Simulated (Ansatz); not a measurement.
HfO2 (tetragonal-ZrO2 type, space group P4_2/nmc)

```
HfO2
1.0
    3.56707     0.00000     0.00000
    0.00000     3.56707     0.00000
    0.00000     0.00000     5.16595
Hf O
2 4
Direct
  0.00000   0.00000   0.00000
  0.50000   0.50000   0.50000
  0.00000   0.50000   0.20010
  0.00000   0.50000   0.70010
  0.50000   0.00000   0.29990
  0.50000   0.00000   0.79990
```

The slice is a (0 -1 1) plane (indices of the conventional cell) through the point (0.000, 0.000, 0.000) (fractional), spanned by u = [100] and v = [011] in vectors of this cell: u (3.57 Å) and v (6.28 Å, at 90° to u). It covers one period; positions are fractions (u, v).

Level of theory: PBEsol (plane waves to 420 eV, PAW, scalar-relativistic; Ansatz, a quantum-chemistry and plane-wave program). k mesh 9×9×7. Inside the PAW spheres the values are not all-electron values, and peaks at nuclei hang on which shells count as valence. HfO2 is run without spin polarisation. HfO2 was relaxed with its symmetry unable to fall. Spin-orbit coupling is left out, though Hf is heavy. This is a high-temperature form of HfO2.

Task: Sketch the electron localisation function (ELF) on this plane as a map.

Result: 
| v \ u | 0.00 | 0.18 | 0.36 | 0.55 | 0.73 | 0.91 |
|---|---|---|---|---|---|---|
| 0.90 | 0.81 | 0.32 | 0.74 | 0.81 | 0.23 | 0.73 |
| 0.80 | 0.12 | 0.08 | 0.67 | 0.80 | 0.26 | 0.10 |
| 0.70 | 0.80 | 0.49 | 0.08 | 0.11 | 0.12 | 0.76 |
| 0.60 | 0.81 | 0.51 | 0.56 | 0.80 | 0.17 | 0.81 |
| 0.50 | 0.33 | 0.11 | 0.85 | x | 0.54 | 0.25 |
| 0.40 | 0.28 | 0.08 | 0.61 | 0.77 | 0.19 | 0.21 |
| 0.30 | 0.69 | 0.25 | 0.13 | 0.20 | 0.08 | 0.59 |
| 0.20 | 0.21 | 0.09 | 0.44 | 0.67 | 0.12 | 0.17 |
| 0.10 | 0.78 | 0.41 | 0.14 | 0.26 | 0.08 | 0.72 |
| 0.00 | x | 0.77 | 0.15 | 0.31 | 0.23 | x |

Values: electron localisation function (ELF). Points within 0.4 Å of a nucleus are blanked (x), as the pseudised field means little there.
